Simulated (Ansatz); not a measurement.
HfS2:
```
HfS2
1.0
    3.60602     0.00000     0.00000
   -1.80301     3.12290     0.00000
    0.00000     0.00000     5.76772
Hf S
1 2
Direct
  0.00000   0.00000   0.00000
  0.66667   0.33333   0.74754
  0.33333   0.66667   0.25246
```

PBE+D3(BJ) in the plane-wave PAW code Ansatz gives a gap of 0.85 eV without spin–orbit coupling, maximum off the standard path, at k = (-0.036, 0.010, 0.000), minimum at L.

**Question.** What happens when spin–orbit coupling is switched on?

**Answer.** The gap shrinks by 0.02 eV, to 0.83 eV; maximum at Γ, minimum at L.

**Question.** Give the electron effective mass with spin–orbit coupling.

**Answer.** 0.25, 0.93, 2.8 mₑ (principal values).

**Question.** Give the hole effective mass with spin–orbit coupling.

**Answer.** 0.23, 3.9, 3.9 mₑ (principal values).

**Question.** Give the Z2 indices of the occupied bands with spin–orbit coupling.

**Answer.** 0;(000).

Space group P-3m1 (CdI2 type). The PBE+D3(BJ) relaxation kept the symmetry of its start; phonons on a q-mesh show no instability. No spin polarisation was allowed.

Potentials: the later of the program's two PAW sets.
